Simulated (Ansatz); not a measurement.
**Relaxing a structure of HfO2**

The start is a generated trial cell of HfO2 in the baddeleyite structure type. A full variable-cell relaxation at zero pressure is run with r2SCAN (plane waves to 500 eV, PAW, scalar-relativistic; Ansatz, a quantum-chemistry and plane-wave program).

Ansatz input:
Ansatz 0.2 input:
```yaml
crystal:
  lattice:
    - [5.132292, 0, 0]
    - [0, 5.193177, 0]
    - [-0.849869, 0, 5.2299]
  atoms:
    - { symbol: Hf, position: [0.2754, 0.0395, 0.2083] }
    - { symbol: Hf, position: [0.7246, 0.5395, 0.2917] }
    - { symbol: Hf, position: [0.7246, 0.9605, 0.7917] }
    - { symbol: Hf, position: [0.2754, 0.4605, 0.7083] }
    - { symbol: O, position: [0.07, 0.3317, 0.3447] }
    - { symbol: O, position: [0.93, 0.8317, 0.1553] }
    - { symbol: O, position: [0.93, 0.6683, 0.6553] }
    - { symbol: O, position: [0.07, 0.1683, 0.8447] }
    - { symbol: O, position: [0.4496, 0.7569, 0.4792] }
    - { symbol: O, position: [0.5504, 0.2569, 0.0208] }
    - { symbol: O, position: [0.5504, 0.2431, 0.5208] }
    - { symbol: O, position: [0.4496, 0.7431, 0.9792] }
basis: { ecutwfc: 500, ecutrho_ratio: 4, xc_grid: 4, fft_grid_basis: typed }
kpoints: { mp_grid: { grid: [5, 5, 5] } }
hamiltonian:
  xc: r2scan
  dispersion: none
  pseudopotentials: { kind: paw }
scf: { occupations: { method: fermi_dirac, width: 0.05 } }
relax: { f_tol: 0.01, max_steps: 100, cell: { stress_tol: 0.02 } }
output: { forces: true, stress: true }
```

How large is the pressure on the unrelaxed cell, and of which sign?

-1.7 GPa (negative: the cell is under tension).

What is the largest force in the starting geometry, and on which atom (counted from 1)?

0.10 eV/Å, on Hf1, Hf2, Hf3, Hf4, O5, O6, O7, O8 (atoms numbered as listed).

How much energy is released per atom?

1 meV/atom.

How does the volume change?

-0.7 %, from 11.62 to 11.53 Å³/atom.

How do the shortest distances between atoms change?

The closest pairs of elements (up to four, under 3.6 Å), start → end: Hf–O 2.04 → 2.04 Å; O–O 2.53 → 2.53 Å; Hf–Hf 3.32 → 3.31 Å.

Give the final cell and atomic positions.


```cif
data_Hf4O8
_chemical_formula_sum 'Hf4 O8'
_space_group_name_H-M_alt 'P21/c'
_space_group_IT_number 14
_space_group_name_Hall '-P 2ybc'
_cell_length_a 5.11406
_cell_length_b 5.18157
_cell_length_c 5.29528
_cell_angle_alpha 90.000
_cell_angle_beta 99.469
_cell_angle_gamma 90.000
loop_
_atom_site_label
_atom_site_type_symbol
_atom_site_symmetry_multiplicity
_atom_site_Wyckoff_symbol
_atom_site_fract_x
_atom_site_fract_y
_atom_site_fract_z
_atom_site_occupancy
Hf1 Hf 4 e 0.27621 0.04185 0.20822 1
O1 O 4 e 0.07005 0.33377 0.34402 1
O2 O 4 e 0.55204 0.25767 0.02149 1
```

The space group stays P2₁/c (No. 14) (the run could not lower it); the end is AFLOW prototype A2B_mP12_14_2e_e (C43, as in ZrO2), with 12 atoms in the primitive cell. No spin polarisation in the result.

The run could not lose the symmetry of its start.

The first start was generated by placing the elements on the sites of a structure type. A measured structure of HfO2 has the same space group, P2₁/c (No. 14); the sites were not compared with it.
